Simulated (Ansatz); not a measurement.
## CuPd₂F, before and after

A trial structure of CuPd₂F was built thus: random cell by space group and Wyckoff sites (I4/mmm, No. 139). The dimensions are guesses.

start.cif

```cif
data_structure
_symmetry_space_group_name_H-M 'I4/mmm'
_symmetry_Int_Tables_number 139
_cell_length_a 4.8007
_cell_length_b 4.8007
_cell_length_c 4.5684
_cell_angle_alpha 90.000
_cell_angle_beta 90.000
_cell_angle_gamma 90.000
_cell_volume 105.29
loop_
_atom_site_label
_atom_site_type_symbol
_atom_site_symmetry_multiplicity
_atom_site_Wyckoff_symbol
_atom_site_fract_x
_atom_site_fract_y
_atom_site_fract_z
_atom_site_occupancy
Cu1 Cu 2 a 0.00000 0.00000 0.00000 1
Pd1 Pd 4 c 0.00000 0.50000 0.00000 1
F1 F 2 b 0.00000 0.00000 0.50000 1
```

The calculation used Ansatz, DFT PBE, scalar-relativistic, plane waves, PAW. Cutoff 420 eV, Gaussian smearing, Γ-centred meshes. Cell and atoms relax first on a coarse mesh and then on a finer one. In between, the cell is made exact in the group found at 0.06 Å. In metals the finer mesh still leaves noise of several meV/atom or more. The steps can't lower the symmetry of their start. Collinear spin, starting moments Cu 1.0 μB; they died out on the coarse mesh, so the last step has no spin.

end.cif

```cif
data_structure
_symmetry_space_group_name_H-M 'I4/mmm'
_symmetry_Int_Tables_number 139
_cell_length_a 4.8511
_cell_length_b 4.8511
_cell_length_c 5.2945
_cell_angle_alpha 90.000
_cell_angle_beta 90.000
_cell_angle_gamma 90.000
_cell_volume 124.60
loop_
_atom_site_label
_atom_site_type_symbol
_atom_site_symmetry_multiplicity
_atom_site_Wyckoff_symbol
_atom_site_fract_x
_atom_site_fract_y
_atom_site_fract_z
_atom_site_occupancy
Cu1 Cu 2 a 0.00000 0.00000 0.00000 1
Pd1 Pd 4 c 0.00000 0.50000 0.00000 1
F1 F 2 b 0.00000 0.00000 0.50000 1
```

The symmetry stays I4/mmm (No. 139). The volume per atom grows by 18.3 %, from 13.2 to 15.6 Å³. The shortest distance goes from 2.28 Å (Cu–F and Pd–Pd) to 2.43 Å (Cu–Pd and Pd–F). The ratio c/a of the conventional cell changes by a factor of 1.15. The energy falls by about 0.28 eV/atom (the start's value is from the coarse mesh).

```yaml
Volume_per_atom: 15.57 Å³
Density: 7.87 g/cm³
Energy_over_the_elements: +0.17 eV/atom
Gap_on_the_14×14×14_mesh_of_the_4-atom_cell: 0 eV (a metal)
```

Energies over the elements count from the elements' standard structures at the same level (F₂ as a molecule), with no fitted energy shifts. It can't be a ground state, since the elements alone are lower.

The last run used Gaussian smearing of 0.10 eV. No Hubbard U is applied to the 3d shell of Cu. A structure relaxed within its symmetry needn't be a true minimum. In all, the 3 runs took 3.1 min on 1 thread of Intel(R) Xeon(R) Platinum 8259CL CPU @ 2.50GHz (Skylake/Cascade Lake), on a shared host.
